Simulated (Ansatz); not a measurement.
A relaxation computed with Ansatz, from input to last step.

```yaml
crystal:
  lattice:
    - [3.976, 0.0, 0.0]
    - [-1.988, 3.4433170054, 0.0]
    - [0.0, 0.0, 6.432]
  atoms:
    - { symbol: Mn, position: [0.3333333333, 0.6666666667, 0.0], spin: 4.49 }
    - { symbol: Mn, position: [0.6666666667, 0.3333333333, 0.5], spin: 4.49 }
    - { symbol: S, position: [0.3333333333, 0.6666666667, 0.385], spin: 0.14 }
    - { symbol: S, position: [0.6666666667, 0.3333333333, 0.885], spin: 0.14 }
basis:
  ecutwfc: 420
kpoints:
  mp_grid: { grid: [12, 12, 8] }
hamiltonian:
  xc: pbesol
scf:
  occupations: { method: gaussian, width: 0.1 }
output:
  forces: true
  stress: true
  eigenvalues: true
  populations: true
magnetization:
  spin_polarized: true
relax:
  adjacent_minimum: "off"
  f_tol: 0.01
  max_steps: 40
```

```bash
ansatz run input.yaml --threads 1 --pin off --max-ram 2560MiB --backend cpu --events-out ev --progress --plain --runs-dir out
```

Theory: Ansatz, DFT PBEsol, scalar-relativistic, plane waves, PAW.

Of 4 frames 4 are shown, positions in Å and forces in eV/Å; the SCF threshold varies from step to step.

```xyz
4
Lattice="3.9760 0.0000 0.0000 -1.9880 3.4433 0.0000 0.0000 0.0000 6.4320" Properties=species:S:1:pos:R:3:forces:R:3 pbc="T T T" step=1 free_energy_over_end_meV_per_atom=1.98
Mn    0.0000    2.2955    0.0000    0.0000    0.0000    0.1780
Mn    1.9880    1.1478    3.2160    0.0000    0.0000    0.1780
S     0.0000    2.2955    2.4763    0.0000    0.0000   -0.1781
S     1.9880    1.1478    5.6923    0.0000    0.0000   -0.1781
4
Lattice="3.9760 0.0000 0.0000 -1.9880 3.4433 0.0000 0.0000 0.0000 6.4320" Properties=species:S:1:pos:R:3:forces:R:3 pbc="T T T" step=2 free_energy_over_end_meV_per_atom=0.81
Mn    0.0000    2.2955    0.0079    0.0000    0.0000    0.1166
Mn    1.9880    1.1478    3.2239    0.0000    0.0000    0.1166
S     0.0000    2.2955    2.4684    0.0000    0.0000   -0.1167
S     1.9880    1.1478    5.6844    0.0000    0.0000   -0.1167
4
Lattice="3.9760 0.0000 0.0000 -1.9880 3.4433 0.0000 0.0000 0.0000 6.4320" Properties=species:S:1:pos:R:3:forces:R:3 pbc="T T T" step=3 free_energy_over_end_meV_per_atom=0.01
Mn    0.0000    2.2955    0.0227    0.0000    0.0000   -0.0120
Mn    1.9880    1.1478    3.2387    0.0000    0.0000   -0.0120
S     0.0000    2.2955    2.4536    0.0000    0.0000    0.0120
S     1.9880    1.1478    5.6696    0.0000    0.0000    0.0120
4
Lattice="3.9760 0.0000 0.0000 -1.9880 3.4433 0.0000 0.0000 0.0000 6.4320" Properties=species:S:1:pos:R:3:forces:R:3 pbc="T T T" step=4 free_energy_over_end_meV_per_atom=0.00
Mn    0.0000    2.2955    0.0214    0.0000    0.0000    0.0000
Mn    1.9880    1.1478    3.2374    0.0000    0.0000    0.0000
S     0.0000    2.2955    2.4549    0.0000    0.0000    0.0000
S     1.9880    1.1478    5.6709    0.0000    0.0000    0.0000
```

It took 5.5 min on 1 thread of Intel(R) Xeon(R) Processor @ 2.50GHz (Skylake/Cascade Lake), on a shared host, peak memory 0.67 GiB.

The state reached may not be the lowest one. The program reads another magnetic order as possibly lower. Moments started parallel, and an antiferromagnetic order may lie lower.